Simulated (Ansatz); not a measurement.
Crystals of one structure type (zinc blende) and one family of elements, relaxed and computed with DFT-r²SCAN in the program Ansatz with PAW potentials.

| crystal | V (Å³/atom) | gap (eV) |
|---|---|---|
| BN | 5.88 | 5.00 |
| GaN | 11.37 | 2.17 |
| GaP | 20.25 | 1.84 |
| BiB | 20.68 | 0.39 |
| InP | 25.76 | 1.03 |
| InAs | 28.49 | ? |
| GaSb | 28.81 | 0.42 |

Fit a straight line to E_g against V and predict the withheld value.

Least squares on the 6 shown rows: E_g = -0.175 × V + (5.097), with a scatter of 0.75. For InAs this gives 0.11. The run itself gave 0.08, within the scatter.

Constructed cells (a structure type filled with these elements, in neither database checked): BiB, zinc blende. All cells were relaxed under the symmetry of their starts (and spin orders); stability against distortions was not tested throughout. Spin–orbit coupling is left out wherever it is not named.

Potentials: the later of the program's two PAW sets.
